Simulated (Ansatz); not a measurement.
Sb (A7 type, space group R-3m)

```
CELL_PARAMETERS angstrom
      2.16078     1.24753     3.67966
     -2.16078     1.24753     3.67966
      0.00000    -2.49506     3.67966
ATOMIC_POSITIONS crystal
  Sb 0.23639 0.23639 0.23639
  Sb 0.76361 0.76361 0.76361
```

Grid over V/V₀ and (c/a)/(c/a)₀, subscript 0 meaning the relaxed cell; the conventional c axis lies along z; no internal relaxation.

Level of theory: PBE-D3(BJ) (plane waves to 420 eV, PAW, scalar-relativistic; Ansatz, a program for electronic structure). k mesh 13×13×13 (Γ-centred), Fermi-Dirac smearing 0.05 eV. Compression counts positive. As the atoms are clamped, bonds stretch with the cell, which overstates energies and stresses. With partly filled bands, the response to shear is sensitive to the k mesh, so small differences along c/a are uncertain. Sb was relaxed with its symmetry unable to fall. Spin-orbit coupling is left out, though Sb is heavy. The PAW data are Ansatz's earlier set.

At one point of the scan the stress tensor (GPa) is:

```
   -4.3      0.0      0.0
    0.0     -4.3      0.0
    0.0      0.0     -3.1
```

Problem. Which point is it?
(A) V/V₀ = 1.053, (c/a)/(c/a)₀ = 1.040
(B) V/V₀ = 1.080, (c/a)/(c/a)₀ = 0.987
(C) V/V₀ = 1.027, (c/a)/(c/a)₀ = 0.987
(D) V/V₀ = 1.000, (c/a)/(c/a)₀ = 0.960

Solution. B, V/V₀ = 1.080, (c/a)/(c/a)₀ = 0.987

(A scan under strain: stresses follow from slopes of the energy per volume, elastic moduli from its curvatures.)
